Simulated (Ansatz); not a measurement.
Single point in Ansatz 0.2.0 with r2SCAN, no spin polarisation. Cutoff 500 eV, PAW datasets, 6×6×6 Γ-centred k mesh, fermi-dirac filling (width 0.1 eV).

Computed maps in the lattice plane spanned by a (left to right, 5.61 Å, 17 points from zero) and b (bottom to top, 6.63 Å, 20 points from zero), 90° apart, at height 0.000 along c. The fields are smooth PAW ones with compensation charges, not the true ones near nuclei.

Valence density. Digits on a logarithmic scale: 0 up to 0.03 e/Å³, each further digit a factor of 1.6, 9 from 1.3 e/Å³ up:
```
56899996556999986
66699976666799966
66666666666666666
66554455665544556
55443345555433445
44332234444322334
33221223333221223
22211112222111122
21111111221111111
11111111111111111
21111111221111111
22211112222111122
33221223333221223
44332234444322334
55443345555433445
66554455665544556
66666666666666666
66699976666799966
56899996556999986
56999997557999996
```

ELF. Ten even steps from '0' (0.07) to '9' (0.90):
```
31168830220388611
53124311441134213
65311114664111135
76421135665311246
66420135665310246
54210013553100124
32100002332000012
11000001111000001
11111111111111111
11222222112222221
11111111111111111
11000001111000001
32100002332000012
54210013553100124
66420135665310246
76421135665311246
65311114664111135
53124311441134213
31168830220388611
20279950220599720
```

The cell is Sc2MnS2. Which atoms lie within 0.2 Å of this plane, and where (fractions of a and b)?

Mn at (0.25, 0.00), Mn at (0.75, 0.00). The whole cell:
```xyz
10
Lattice="0.0000 0.0000 5.6073 6.6345 0.0000 0.0000 3.3173 6.0239 -2.8036" Properties=species:S:1:pos:R:3 pbc="T T T"
Mn    0.0000    0.0000    1.4018
Mn    0.0000    0.0000    4.2055
S     4.4975    4.8757    2.8036
S     5.4542    1.1481    0.0000
S     1.1803    1.1481    2.8036
S     8.7715    4.8757    0.0000
Sc    2.2743    1.8120    0.0000
Sc    7.6775    4.2119    2.8036
Sc    5.5916    4.2119    0.0000
Sc    4.3602    1.8120    2.8036
```

Origin: a known structure type with other elements, at an estimated volume, so it need not be a known compound. Caveats: no spin polarisation, so a magnetic state may lie lower; atoms or cell far from equilibrium.
